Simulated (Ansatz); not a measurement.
In PBEsol (plane waves, PAW; program Ansatz), ZnInGaO4 in the trigonal phase (R3m; Pearson symbol hR7) relaxes to a = 3.315 Å, c = 25.749 Å. In has 6 nearest neighbours from 2.19 Å (octahedral); Ga has 5 nearest neighbours from 1.91 Å (trigonal bipyramidal). Against the elements it lies at -161 kJ/mol of atoms, with no fitted shifts.

The Kohn–Sham gap is 1.17 eV (direct). The valence maximum lies at Γ and the conduction minimum at Γ. HSE06 on the same cell gives 2.98 eV. Gap from PBEsol with spin–orbit coupling: 1.15 eV. The electron mass is 0.18, 0.19, 0.19 mₑ (principal values).

An equation-of-state fit gives a bulk modulus of 171 GPa. The relaxed-ion elastic constants in GPa are C11 = 252, C12 = 140, C13 = 125, C14 = -8.6, C33 = 259, C44 = 60.9. The elastic constants imply a Debye temperature near 451 K. Perturbation theory gives ε∞ = 4.63 (xx = yy), 4.62 (zz). Letting the ions move raises it to ε0 = 10.2 (xx = yy), 14.2 (zz). Born charges are Zn +2.19, In +3.20, Ga +3.04, O -2.12 to -2.08 e. Without the LO–TO term the highest mode at Γ lies at 626 cm^-1.

Symmetry was held in the PBEsol relaxation. The references are the lowest solids computed at this level, not always the standard phases (solids in place of the gases). Spin–orbit coupling is left out wherever it is not named.

Potentials: the later of the program's two PAW sets.
